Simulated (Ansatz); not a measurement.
## ZnSnN2: computed property card

ZnSnN₂:
```xyz
4
Lattice="1.5837 0.9143 5.1502 -1.5837 0.9143 5.1502 0.0000 -1.8287 5.1502" Properties=species:S:1:pos:R:3 pbc="T T T"
Zn     0.0000     0.0000     0.0000
Sn     0.0000     0.0000     7.7253
N      0.0000     0.0000    11.6427
N      0.0000     0.0000     3.8078
```

Space group R-3m (No. 166); conventional cell a = b = 3.167 Å, c = 15.451 Å, α = β = 90.00°, γ = 120.00°.

Method: the program Ansatz at the r²SCAN level (PAW). Geometry: relaxed at this level of theory. Other levels are named where they apply.

Cell and energy:

| Quantity | Value |
|---|---|
| Volume per atom | 11.19 Å³ |
| Density | 7.87 g/cm³ |
| Formation energy from the elements (no fitted shifts) | 0.17 eV/atom |

Electronic structure:

| Item | Result |
|---|---|
| Band gap | 1.19 eV (indirect) |
| Valence-band maximum | off the standard path, at k = (-0.010, 0.193, -0.203) in fractions of the reciprocal vectors |
| Conduction-band minimum | at Γ |
| Smallest direct gap on the standard path | 1.33 eV |
| Electron effective mass | 0.14 mₑ (isotropic) |
| Electron effective mass with spin–orbit coupling | 0.14 mₑ (isotropic) |
| Hole effective mass | 0.29, 0.84, 16 mₑ (principal values) |
| Hole effective mass with spin–orbit coupling | 0.29, 0.84, 16 mₑ (principal values) |
| HSE06 gap on the r²SCAN cell | 1.90 eV |
| Gap with spin–orbit coupling | 1.19 eV |

Mechanics:

| Item | Value |
|---|---|
| Bulk modulus (Birch–Murnaghan fit) | 189 GPa |
| Pressure derivative B′ | 4.7 |
| Elastic constants (relaxed ions, GPa) | C11 = 392, C12 = 124, C13 = 82.6, C14 = -57.4, C33 = 354, C44 = 25.8 |
| Mechanical stability | marginal (the smallest eigenvalue of C is near zero) |

Charges:

| Item | Result |
|---|---|
| Bader charges | Zn +1.21, Sn +2.14, N -1.68 e |

The start of the workflow was typed in or built on a structure type; neither database checked (COD, Materials Project) lists it. Its standing as an ambient phase is unchecked. Symmetry was held in the r²SCAN relaxation; whether a distortion lowers the energy is not shown. Its formation energy is positive at this level, so the cell may be metastable or incomplete. The references are the lowest solids computed at this level, not always the standard phases (solids in place of the gases). Spin–orbit coupling is left out wherever it is not named.

Potentials: the later of the program's two PAW sets.
